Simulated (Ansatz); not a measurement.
**Trigonal deformation path in HCl**

Method: DFT PBEsol, scalar-relativistic, plane waves, PAW (Ansatz 0.2.0). Cutoff 420 eV, Γ-centred 16×16×16 k-points, Gaussian smearing of 0.15 eV. No spin polarisation. Energies are free energies at this smearing, counted from the undisturbed cell; pressure is positive in compression.

Zero of the scan (as given, not relaxed at this level; it stands at -10.3 GPa, and it needn't be the usual structure):

```yaml
crystal:
  lattice:
    - [0.00000, 2.73750, 2.73750]
    - [2.73750, 0.00000, 2.73750]
    - [2.73750, 2.73750, 0.00000]
  atoms:
    - { symbol: H, position: [0.00000, 0.00000, 0.00000] }
    - { symbol: Cl, position: [0.50000, 0.50000, 0.50000] }
```

At fixed volume and fractional coordinates, lengths along (0.577, 0.577, 0.577) are scaled against those across it; ρ is that ratio over its starting value. The cell is metallic on the mesh throughout. No H has a neighbour within 2.7 Å, far over the length of a bond, so this isn't the molecular solid and its metallic bands say nothing of the real compound. At ρ = 0.500 the cell becomes cubic (Pm-3m), and there the slope of the energy vanishes by symmetry. At -10 GPa the given cell is far from its own equilibrium, so these figures belong to a strongly strained crystal.

| ρ | ΔE (meV/atom) |
| --- | --- |
| 0.500 | 366.5 |
| 0.600 | 280.9 |
| 0.710 | 146.6 |
| 0.850 | 36.7 |
| 0.930 | 7.6 |
| 1.000 | 0.0 |
| 1.080 | 9.2 |
| 1.200 | 53.4 |
| 1.410 | 189.8 |
| 1.700 | 387.5 |
| 2.000 | 486.0 |

Task: Predict the pressure (GPa) at each point.

Result:
| ρ | pressure (GPa) |
| --- | --- |
| 0.500 | -7.9 |
| 0.600 | -8.3 |
| 0.710 | -9.3 |
| 0.850 | -10.1 |
| 0.930 | -10.3 |
| 1.000 | -10.3 |
| 1.080 | -10.2 |
| 1.200 | -9.9 |
| 1.410 | -8.8 |
| 1.700 | -7.4 |
| 2.000 | -6.4 |

Cost: 11 runs of about 1.4 core-minutes in all, on Arm Neoverse V1 (shared hosts).